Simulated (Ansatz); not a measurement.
The elements of this relaxed trial crystal are hidden behind letters.

```
lattice vectors (Å)
   5.8882    0.0000    0.0000
  -2.9441    5.0994    0.0000
   0.0000    0.0000    3.1047
fractional positions
X 0.3333 0.6667 0.0000
X 0.6667 0.3333 0.0000
Z 0.0000 0.0000 0.0000
Q 0.5000 0.0000 0.5000
Q 0.5000 0.5000 0.5000
Q 0.0000 0.5000 0.5000
```

All numbers below come from DFT PBE, scalar-relativistic, plane waves, PAW (Ansatz 0.2.0). Cutoff 420 eV, Γ-centred 6×6×12 mesh (6-atom cell), Gaussian smearing of 0.10 eV, no spin polarisation.

```
Space group                               : P6/mmm (No. 191)
Conventional cell                         : a = 5.888 Å, c = 3.105 Å
Volume per atom                           : 15.54 Å³
Density                                   : 7.36 g/cm³
Energy over the elements                  : −0.64 eV/atom
Gap on the 6×6×12 mesh of the 6-atom cell : 0 eV (a metal)
```

Energies are uncorrected and count from the elements' standard states at the same level.

**Question.** X is a p-block element of period 5, Z is a p-block element of period 5 and Q is a p-block element of period 2. Which elements are they?

**Answer.** X = Sn, Z = Te, Q = O, so the formula is Sn2TeO3. Density times volume gives a mean mass of 7.36 × 15.54/1.6605 = 68.9 u per atom, and this set has 68.8 u. Around Sn lie 6 O at 2.30 Å, 2 Sn at 3.10 Å, 3 Te at 3.40 Å and 3 Sn at 3.40 Å; Te has 2 Te at 3.10 Å, 12 O at 3.33 Å and 6 Sn at 3.40 Å; around O lie 4 Sn at 2.30 Å, 6 O at 2.94–3.10 Å and 4 Te at 3.33 Å. Other sets within the hints have nearly the same mass, so mass alone doesn't settle it; this one was computed.

These runs have no spin–orbit coupling, which can matter for Te. Symmetry constrained the relaxation, so the result can be a saddle point. Another cell of Sn2TeO3 relaxed alike, in P-4m2, lies 103 meV/atom lower, so this cell isn't the stable form at this level.
